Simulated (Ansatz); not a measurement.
LiTaO3:
```
CELL_PARAMETERS angstrom
      2.59535     1.49842     4.63812
     -2.59535     1.49842     4.63812
      0.00000    -2.99685     4.63812
ATOMIC_POSITIONS crystal
  Li 0.28170 0.28170 0.28170
  Li 0.78170 0.78170 0.78170
  Ta 0.99965 0.99965 0.99965
  Ta 0.49965 0.49965 0.49965
  O  0.61855 0.22638 0.86190
  O  0.22638 0.86190 0.61855
  O  0.86190 0.61855 0.22638
  O  0.11855 0.36190 0.72638
  O  0.72638 0.11855 0.36190
  O  0.36190 0.72638 0.11855
```

Relaxed with PBE. Special points in fractions of this cell's reciprocal vectors: Γ (0.000, 0.000, 0.000); T (0.500, 0.500, 0.500); H2 (0.764, 0.236, 0.500); H0 (0.500, -0.236, 0.236); L (0.500, 0.000, 0.000); S0 (0.368, -0.368, 0.000); S2 (0.632, 0.000, 0.368); F (0.500, 0.000, 0.500).

Problem. List the band energies nearest the valence-band maximum at these points for PBE with spin–orbit coupling (plane waves, PAW; program Ansatz).

Solution. In eV from the valence-band maximum; about four levels below and three above (degenerate sets whole), none deeper than 8.9 eV; points with the same levels are listed once.

```csv
k,below,above
Γ,-0.05 -0.05 -0.02 -0.02,3.68 3.68 3.79 3.79
T,-0.29 -0.29 -0.29 -0.29,5.05 5.05 5.05 5.05
H2,-0.34 -0.34 -0.30 -0.30,4.21 4.21 4.42 4.42
L,-0.26 -0.26 -0.25 -0.25,4.48 4.48 4.58 4.58
S0,-0.47 -0.43 -0.17 -0.16,3.87 4.04 4.45
F,-0.45 -0.45 -0.26 -0.26,3.80 3.80 4.48 4.48
```

Space group R3c. Symmetry was held in the PBE relaxation. The run is not spin-polarised.

Potentials: the earlier of the program's two PAW sets.
